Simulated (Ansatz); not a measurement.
## LiCuP4Ru2O14: Coordination and Ru-99 quadrupole coupling

Cell: a Materials Project structure (computed, not necessarily an observed phase).

```
Li Cu P Ru O
1.0
     4.94709    0.00000    0.00000
    -2.00694    6.51987    0.00000
    -0.29639   -0.58566    8.41632
Li Cu P Ru O
1 1 4 2 14
Direct
  0.46241 0.20431 0.82813
  0.98525 0.00431 0.48807
  0.39779 0.75557 0.80783
  0.61177 0.24916 0.19154
  0.02361 0.65797 0.26852
  0.96993 0.34672 0.72800
  0.49554 0.50304 0.49642
  0.99541 0.99915 0.00403
  0.13989 0.83207 0.16282
  0.85627 0.17557 0.83914
  0.49061 0.75541 0.63591
  0.50476 0.24861 0.36038
  0.19322 0.52637 0.83496
  0.79781 0.47941 0.15939
  0.22077 0.90767 0.82374
  0.80087 0.10648 0.18146
  0.25495 0.57086 0.32510
  0.71459 0.41423 0.67679
  0.63068 0.77829 0.93697
  0.37993 0.21549 0.05641
  0.13836 0.28018 0.59238
  0.85222 0.72062 0.40670
```

Atoms are numbered from 1 in the order listed; like atoms form one site, named after its first atom.

Method: Kohn–Sham DFT in Ansatz, PBE, plane waves and PAW, scalar-relativistic, collinear spin, 420 eV cutoff, Γ-centred 7×5×4 k-points, Fermi–Dirac smearing 0.05 eV. Start moments as typed (μB): 1 on each Ru, none on the rest.

Q(Ru-99) = 79.00 mb.

(1) Order the Ru environments from the weakest to the strongest quadrupole coupling.
A. Ru8: 6 O at 2.02–2.11 Å
B. Ru7: 6 O at 2.00–2.18 Å

Results:

(1) B (22.4 MHz, η = 0.45), A (29.6 MHz, η = 0.19).

The program didn't check the stability of this electronic state in full, so a lower one may lie near. The run finds no gap above 0.1 eV (a metal, or nearly one), so the gradients can move by 10 % or more with the k-mesh. Without spin–orbit coupling (the program notes it for Ru) the gradients can shift somewhat, as the gap is small. Semilocal functionals can leave a metal where correlation in the d or f shell opens a gap in the real compound, and that would change the values at and beside Cu and Ru. With these PAW files V_zz is typically within 2 to 3 % of all-electron values, but misses above 10 % occur on Ru. All moments are parallel here, as the start or the cell imposes; many such compounds order antiparallel, where fields and spin densities carried over to other atoms largely cancel. The magnetic order is the one that the run reached from its start moments, not necessarily the measured one (the real compound may not order at all).
